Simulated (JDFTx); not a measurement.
System: Be(0001) (P6_3/mmc bulk; lattice of mp-87, not re-optimised at this level), 1x1 cell of 6 atoms in 6 planes, area 4.44 Å² a face, 9.1 Å between the outermost planes in a cell 24.9 Å high; k mesh 10×10×1, Fermi width 0.01 Ha, no spin polarisation.

Profiles through the double layer of this slab, charged, in linear PCM (GLSSA13), water, 0.5 M KF; PBE, GBRV ultrasoft potentials, plane waves to 20/100 Ha, a modified build of JDFTx. z is the height above the outermost atoms, φ the plane-averaged electrostatic potential energy of an electron (zero in the bulk liquid), ρ_b the bound charge of solvent and ions, s the cavity shape function (0 in the solid, 1 in the liquid).

```csv
z (Å),n (e/Å³),s,φ (eV),ρ_b (10⁻³ e/Å³)
1.00,0.0945,0.00,-2.135,-0.01
1.46,0.0352,0.00,-0.582,-0.59
1.92,0.0112,0.01,-0.024,-0.99
2.38,0.0033,0.31,0.012,2.65
2.84,0.0010,0.94,0.011,1.13
3.30,0.0003,1.00,0.010,0.33
3.76,0.0001,1.00,0.009,0.09
4.22,0.0000,1.00,0.008,0.03
4.69,0.0000,1.00,0.007,0.01
5.15,0.0000,1.00,0.007,0.00
5.61,0.0000,1.00,0.006,0.00
6.07,0.0000,1.00,0.005,0.00
6.53,0.0000,1.00,0.005,0.00
6.99,0.0000,1.00,0.004,0.00
7.45,0.0000,1.00,0.004,0.00
```

### Question
Is the electrode positively or negatively charged, and roughly by how much?

### Answer
Negatively: σ = -2.0 μC/cm² per face. The liquid's bound charge is of the opposite sign overall, and far from the surface φ decays with the screening length (4.3 Å).
